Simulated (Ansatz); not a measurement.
An Ansatz (an electronic-structure program) run. Input:

Ansatz 0.2 input:
```yaml
crystal:
  lattice:
    - [3.2241465964, 0.0, 0.0]
    - [0.0, 3.2241465964, 0.0]
    - [0.0, 0.0, 3.2241465964]
  atoms:
    - { symbol: Hf, position: [0.0, 0.0, 0.0] }
    - { symbol: Os, position: [0.5, 0.5, 0.5] }
kpoints:
  mp_grid: { grid: [13, 13, 13] }
hamiltonian:
  xc: pbesol
  pseudopotentials: { kind: paw }
scf:
  occupations: { method: fermi_dirac, width: 0.1 }
phonons:
  method: dfpt
  response_accuracy: low
  eigenvectors: true
  rigid_motions: translations
```

Output (shortened):

```
Pseudopotential: Hf, paw, valence charge 26
Pseudopotential: Os, paw, valence charge 16
Functional definition: PBEsol
Crystal: 2 atoms, lattice volume = 33.515 Å³
Basis set: ecut = 420 eV, 691 PW (Γ), exchange–correlation on 48×48×48 points (8 copies of the dense FFT grid, shifted against one another)
Bands: 26, of which v1, the nominal top of the filled ones, is band 21 counted from 1 (20 counted from 0)
Symmetry: 48 space group operations
k-points: 196 of 2197 (irreducible under 8 space group operations, time reversal used)
SCF iter   1: F=—  HF=-26850.389378 eV  |F-HF|=—  |Δ(HF+E_count)|=         —  Δρ=8.85e-3  dr2=5.32e-2  ethr=1.77e-3  ⟨swp⟩=4.7  Hψ=18286  notcnv=0
preconditioner: auto → Kerker (q_TF=auto, 2.833 Å⁻¹)
SCF iter   2: F=—  HF=-26850.384247 eV  |F-HF|=—  |Δ(HF+E_count)|=   5.13e-3  Δρ=5.13e-3  dr2=1.88e-2  ethr=1.27e-4  ⟨swp⟩=1.0  Hψ=6664  notcnv=0
SCF iter   3: F=—  HF=-26850.381329 eV  |F-HF|=—  |Δ(HF+E_count)|=   2.92e-3  Δρ=7.64e-4  dr2=2.50e-4  ethr=4.49e-5  ⟨swp⟩=1.9  Hψ=5459  notcnv=0
SCF iter   4: F=—  HF=-26850.381312 eV  |F-HF|=—  |Δ(HF+E_count)|=   1.71e-5  Δρ=3.57e-4  dr2=2.22e-5  ethr=5.96e-7  ⟨swp⟩=2.0  Hψ=9043  notcnv=0
SCF iter   5: F=—  HF=-26850.381260 eV  |F-HF|=—  |Δ(HF+E_count)|=   5.20e-5  Δρ=1.06e-4  dr2=2.53e-6  ethr=5.28e-8  ⟨swp⟩=3.0  Hψ=9755  notcnv=0
SCF iter   6: F=—  HF=-26850.381259 eV  |F-HF|=—  |Δ(HF+E_count)|=   1.02e-6  Δρ=1.83e-5  dr2=6.46e-8  ethr=6.01e-9  ⟨swp⟩=2.1  Hψ=6473  notcnv=0
SCF iter   7: F=—  HF=-26850.381259 eV  |F-HF|=—  |Δ(HF+E_count)|=   1.13e-7  Δρ=4.53e-6  dr2=3.95e-9  ethr=1.54e-10  ⟨swp⟩=3.0  Hψ=9631  notcnv=0
SCF iter   8: F=—  HF=-26850.381259 eV  |F-HF|=—  |Δ(HF+E_count)|=  1.78e-10  Δρ=1.16e-6  dr2=3.70e-10  ethr=9.41e-12  ⟨swp⟩=2.0  Hψ=8017  notcnv=0
SCF iter  10: F=-26850.381259 eV  HF=-26850.381259 eV  |F-HF|=0.00e0  |Δ(HF+E_count)|=  1.82e-11  Δρ=6.02e-8  dr2=1.15e-12  ethr=1.00e-12  ⟨swp⟩=5.4  Hψ=22616  notcnv=0
SCF 1 converged in 10 iterations: F = -26850.381259 eV  dr2 = 1.15e-12
DFPT response loops at Γ: preconditioner auto → Kerker (q_TF=auto, 2.833 Å⁻¹) (partly filled bands, converged f_vac=0.000) …
SCF converged after 10 iterations
Free energy (F): -26850.381259 eV
Harris-Foulkes:  -26850.381259 eV  (|F-HF|=0.00e0)
Internal energy: -26850.368754 eV  (E = F + TS)
E sigma→0 (E₀):  -26850.375006 eV
Entropy (-TS):   -0.012505 eV (-6.252 meV/atom)
Fermi energy:    23.942176 eV
--- Per-component energies (eV) ---
  E_band       = 55.359565
  E_kinetic    = 989.875024
  E_local      = -5564.042071  (includes V_loc(G=0)·N_el)
  E_nonlocal   = -1236.192124
  E_hartree    = 2606.629871
  E_xc         = -564.393752
  E_vxc        = -551.560088  (∫ρ·V_xc dr)
  E_paw        = -15688.692812  (= ΣΔE_a)
  E_vpaw       = 1204.019169  (= ΣTr[D̂ρ^β])
  E_aug_tail   = -0.000071  (compensation charges beyond the density's cutoff)
  E_ewald      = -7395.051843
  E_core_change = 1.499025  (= ΣΔE_core)
  E_smearing   = -0.012505  (= −TS)
  E_closure    =  0.000000  (closes the sum)
  Σ components = -26850.381259   (vs F -26850.381259, Δ=0.00e0)
  [band-id]    e_kinetic+e_local+e_nonlocal+2·e_hartree+e_vxc+e_vpaw+e_augmentation_tail = 55.359581   (vs E_band 55.359565, Δ=1.51e-5)
--- Band table (eV; the first three rows and the last of 196) ---
  k-point 0: bands = ["-61.9591", "-37.6839", "-21.3618", "-21.3618", "-21.3618", "-6.2479", "-6.2479", "-6.2479", "12.3902", "12.3902", "12.3902", "12.4023", "12.4023", "12.4023", "12.4152", "14.8968", "18.5601", "18.5601", "22.3945", "22.3945", "22.3945", …
  k-point 1: bands = ["-61.9589", "-37.6831", "-21.3667", "-21.3611", "-21.3611", "-6.2738", "-6.2474", "-6.2474", "12.3883", "12.3910", "12.3910", "12.3995", "12.4026", "12.4026", "12.4140", "15.0362", "18.6262", "18.6651", "22.3758", "22.3758", "22.4388", …
  k-point 2: bands = ["-61.9585", "-37.6806", "-21.3802", "-21.3593", "-21.3593", "-6.3451", "-6.2461", "-6.2461", "12.3830", "12.3919", "12.3920", "12.3920", "12.4043", "12.4043", "12.4107", "15.4435", "18.8212", "18.9559", "22.3292", "22.3292", "22.5667", …
  k-point 195: bands = ["-61.9508", "-37.6339", "-21.4344", "-21.4341", "-21.4341", "-6.5838", "-6.5838", "-6.5817", "12.3819", "12.3850", "12.3850", "12.3851", "12.4191", "12.4191", "12.4194", "20.6105", "20.7618", "20.7618", "21.8464", "21.8927", "21.8927", …
--- Phonons (Γ-DFPT): 2 representative perturbations + reference, on 196 of 2197 k-points (Σ response iterations 4) ---
  ASR residual: 2.879e-3 → 0.000e0 eV/Å²; symmetrization residual: 3.168e-5 eV/Å²
  ASR residual per site (eV/Å²): 1.29e-3 2.88e-3
  Γ frequencies (cm⁻¹): 0.00 0.00 0.00 157.25 157.25 157.25
  non-analytic LO–TO correction: not included (Born effective charges unavailable; polar crystals: no LO–TO splitting at Γ)
```

Cost: roughly 50 core-seconds on shared cores.

Space group Pm-3m (CsCl type). The first step of the workflow began from a Materials Project structure, measured or hypothetical; the Crystallography Open Database files this formula in space group No. 221, but the cells were not matched. Its standing as an ambient phase is unchecked. Symmetry was held in the PBEsol relaxation; of distortions, only those at the zone centre were tested. The run is not spin-polarised. As this level gives no gap, phonon frequencies hold no LO–TO term and depend on the k-mesh and smearing (Fermi–Dirac, 0.1 eV here). Scalar-relativistic: spin–orbit coupling is off unless named, which matters more the heavier the elements.

Potentials: the later of the program's two PAW sets.

Ansatz is a plane-wave DFT program.
